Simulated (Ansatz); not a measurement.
## Stiffness of YTl from strained cells

```yaml
crystal:
  lattice:
    - [3.75100, 0.00000, 0.00000]
    - [0.00000, 3.75100, 0.00000]
    - [0.00000, 0.00000, 3.75100]
  atoms:
    - { symbol: Y, position: [0.50000, 0.50000, 0.50000] }
    - { symbol: Tl, position: [0.00000, 0.00000, 0.00000] }
```

Atoms are numbered in the order listed.

The geometry is COD entry 1527195, unchecked; take it as a test cell.

No spin–orbit coupling, which matters for the heavy atoms here.

The calculation used DFT, LDA, all-electron LAPW, scalar-relativistic in Ansatz 0.2.0.

Numerical set-up: a Γ-centred 11×11×11 k mesh, Fermi–Dirac smearing of 0.08 eV, basis error target 0.25 meV/atom, no spin polarisation.

The unstrained cell is at -2.99 GPa. Large strains and very small stresses are left out. Each strain is applied once, with fractional coordinates held (clamped ions), and σ below is the change of stress, positive in tension. One finite strain gives stress–strain coefficients at this pressure with an error of the order of the strain times third-order constants, a few per cent for each per cent of strain. In a metal the k mesh adds noise of tens of per cent to soft shears.

Estimate the stiffness probed by this change, and the stress that it gives: equal xy, yz and zx engineering shear strains of -1 %.

σxy = -0.36 GPa and γxy = 2εxy = -0.0100, so C44 (clamped ions) = σxy/γxy = 36 GPa.

With equal xy, yz and zx engineering shear strains of +1 %, the run gives σxy = 0.30 GPa and γxy = 2εxy = 0.0100. Which stiffness follows?

C44 (clamped ions) = σxy/γxy = 30 GPa.

The two estimates of C44 (clamped ions) differ. Why, and which value is best?

Finite strains add third-order terms, and in a metal the k mesh adds noise; two strains on one mesh can't tell these apart, so neither value is shown to be the better.
